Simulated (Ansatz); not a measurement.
Na3Bi in space group P6_3/mmc (No. 194; Na on 4f, Na on 2b, Bi on 2c) under volume change, DFT-PBEsol in the program Ansatz with PAW potentials, shape and atoms relaxed at each volume.

```json
[
 {"V (Å³/atom)": "27.811", "E − E(relaxed) (meV/atom)": "16.5", "P (GPa)": "2.09"},
 {"V (Å³/atom)": "28.728", "E − E(relaxed) (meV/atom)": "7.0", "P (GPa)": "1.28"},
 {"V (Å³/atom)": "29.645", "E − E(relaxed) (meV/atom)": "1.7", "P (GPa)": "0.59"},
 {"V (Å³/atom)": "30.562", "E − E(relaxed) (meV/atom)": "0.0", "P (GPa)": "0.00"},
 {"V (Å³/atom)": "31.478", "E − E(relaxed) (meV/atom)": "1.5", "P (GPa)": "-0.51"},
 {"V (Å³/atom)": "32.395", "E − E(relaxed) (meV/atom)": "5.7", "P (GPa)": "-0.94"},
 {"V (Å³/atom)": "33.312", "E − E(relaxed) (meV/atom)": "12.1", "P (GPa)": "-1.32"}
]
```

What does a third-order Birch–Murnaghan fit give for V₀, B₀ and B′?

V₀ = 30.56 Å³/atom, B₀ = 18.2 GPa, B′ = 4.1.

The first step of the workflow began from a Materials Project structure, measured or hypothetical; the Crystallography Open Database files this formula in space group No. 194, but the cells were not matched. Its standing as an ambient phase is unchecked. Symmetry was held in the PBEsol relaxation; its stability against distortions is not shown here. Spin–orbit coupling is left out wherever it is not named.

Potentials: the later of the program's two PAW sets.
